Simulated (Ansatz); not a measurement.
Au (fcc, Cu type)

```
Au
1.0
    0.00000     4.15718     4.15718
    2.07859     0.00000     2.07859
    2.07859     2.07859     0.00000
Au
2
Direct
  0.00000   0.00000   0.00000
  0.50000   0.00000   0.00000
```

A phonon eigenvector at L = (0.5, 0.0, 0.0) is frozen into this cell: atom i moves by Q times the vector below, so Q is the largest atomic displacement, in Å. The cell is held. (q is in reciprocal vectors of the primitive cell; the cell shown is doubled to hold the pattern.)

```json
[
 {"atom": "Au1", "x": "-0.577", "y": "0.577", "z": "0.577"},
 {"atom": "Au2", "x": "0.577", "y": "-0.577", "z": "-0.577"}
]
```

All values below come from PBE (plane waves to 420 eV, PAW, scalar-relativistic; Ansatz, an electronic-structure program). k mesh 19×19×19 (Γ-centred), Fermi-Dirac smearing 0.05 eV. The energy includes the smearing's −TS. With partly filled bands, energies and forces of such displacements shift with the k mesh and the smearing. Au was relaxed with its symmetry unable to fall. Spin-orbit coupling is left out, though Au is heavy. The zero of ΔE is the undisplaced structure.

**Question.** Give the computed ΔE (eV/cell) and −dE/dQ from forces (eV/Å) at Q (Å) = -0.180, -0.090, -0.060, -0.030, 0.030, 0.060, 0.120, 0.150.

**Answer.** 
| Q (Å) | ΔE (eV/cell) | −dE/dQ from forces (eV/Å) |
|---|---|---|
| -0.180 | 0.505 | 6.242 |
| -0.090 | 0.116 | 2.645 |
| -0.060 | 0.050 | 1.705 |
| -0.030 | 0.012 | 0.836 |
| 0.030 | 0.012 | -0.836 |
| 0.060 | 0.050 | -1.705 |
| 0.120 | 0.210 | -3.692 |
| 0.150 | 0.338 | -4.880 |

(For displaced atoms, the force is minus the slope of the energy, and its curvature is a force constant, which sets phonon frequencies.)
